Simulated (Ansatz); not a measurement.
Here is the system:

MgTi₄S₈:
```
MgTi4S8
1.0
    6.81160     0.00000     0.00000
   -3.40580     5.89902     0.00000
    0.00000     0.00000     6.14676
S Ti Mg
8 4 1
Direct
  0.33454   0.16727   0.76345
  0.33333   0.66667   0.77279
  0.83273   0.16727   0.76345
  0.83273   0.66546   0.76345
  0.16727   0.33454   0.23655
  0.16727   0.83273   0.23655
  0.66667   0.33333   0.22721
  0.66546   0.83273   0.23655
  0.00000   0.00000   0.00000
  0.00000   0.50000   0.00000
  0.50000   0.00000   0.00000
  0.50000   0.50000   0.00000
  0.00000   0.00000   0.50000
```

This is the r²SCAN+D4-relaxed structure.

### Question
All from plane-wave PAW r²SCAN+D4 (Ansatz code), unless another level is named. Give the electronic character.

### Answer
metallic (no gap).

### Question
Give the formation energy from the elements (no fitted shifts).

### Answer
-1603 meV/atom.

### Question
What about the density of states at the Fermi level?

### Answer
0.46 states/eV per atom (mean over ±0.08 eV).

Space group P-3m1. A made-up cell: these elements were put on the sites of a structure type; neither database checked (COD, Materials Project) lists it. Its standing as an ambient phase is unchecked. The cell was relaxed with r²SCAN+D4 under the symmetry of its start; whether a distortion lowers the energy is not shown. No spin polarisation was allowed. The references are the lowest solids computed at this level, not always the standard phases.

Potentials: the later of the program's two PAW sets.
